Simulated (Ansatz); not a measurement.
# WC, first-principles data

WC:
```cif
data_C4W4
_chemical_formula_sum 'W4 C4'
_space_group_name_H-M_alt 'F-43m'
_space_group_IT_number 216
_space_group_name_Hall 'F -4 2 3'
_cell_length_a 4.67809
_cell_length_b 4.67809
_cell_length_c 4.67809
_cell_angle_alpha 90.000
_cell_angle_beta 90.000
_cell_angle_gamma 90.000
loop_
_atom_site_label
_atom_site_type_symbol
_atom_site_symmetry_multiplicity
_atom_site_Wyckoff_symbol
_atom_site_fract_x
_atom_site_fract_y
_atom_site_fract_z
_atom_site_occupancy
W1 W 4 a 0.00000 0.00000 0.00000 1
C1 C 4 d 0.75000 0.75000 0.75000 1
```
(The calculation used a cell of 2 atoms; values per cell refer to that cell.)

Space group F-43m (No. 216), zinc blende; conventional cell a = 4.6781 Å, b = 4.6781 Å, c = 4.6781 Å, α = 90.00°, β = 90.00°, γ = 90.00°.

Method: r²SCAN (plane waves, PAW; program Ansatz). Geometry: relaxed at this level of theory. Other levels are named where they apply.

### Cell and energy

```json
{
  "volume_per_atom": "12.80 Å³",
  "density": "12.71 g/cm³",
  "Formation energy from the elements (no fitted shifts)": "0.51 eV/atom"
}
```

### Electronic structure

```json
{
  "electronic_character": "metallic (no gap)",
  "Density of states at the Fermi level": "0.52 states/eV per atom (mean over ±0.08 eV)",
  "Gap with spin–orbit coupling": "none (metallic)"
}
```

### Mechanics

```json
{
 "Bulk modulus (Birch–Murnaghan fit)": "277 GPa",
 "Pressure derivative B′": "4.1",
 "Elastic constants (relaxed ions, GPa)": "C11 = 347, C12 = 242, C44 = 25.0",
 "mechanical_stability": "stable (all eigenvalues of C positive)",
 "hill_bulk_and_shear_moduli": "277 and 33.8 GPa",
 "Young's modulus": "97.4 GPa",
 "Poisson's ratio": "0.44",
 "debye_temperature_from_the_elastic_constants": "236 K"
}
```

### Charges

```json
{
  "bader_charges": "W +1.60, C -1.60 e"
}
```

The start of the workflow was typed in or built on a structure type; neither database checked (COD, Materials Project) lists it. It is not the phase usual at ambient conditions (space group No. 187). The r²SCAN relaxation kept the symmetry of its start; its stability against distortions is not shown here. The run is not spin-polarised. Its formation energy is positive at this level, so the cell may be metastable or incomplete. As this level gives no gap, shear constants depend on the k-mesh and smearing (Fermi–Dirac, 0.1 eV here). The references are the lowest solids computed at this level, not always the standard phases. Spin–orbit coupling is left out wherever it is not named.

Potentials: the later of the program's two PAW sets.
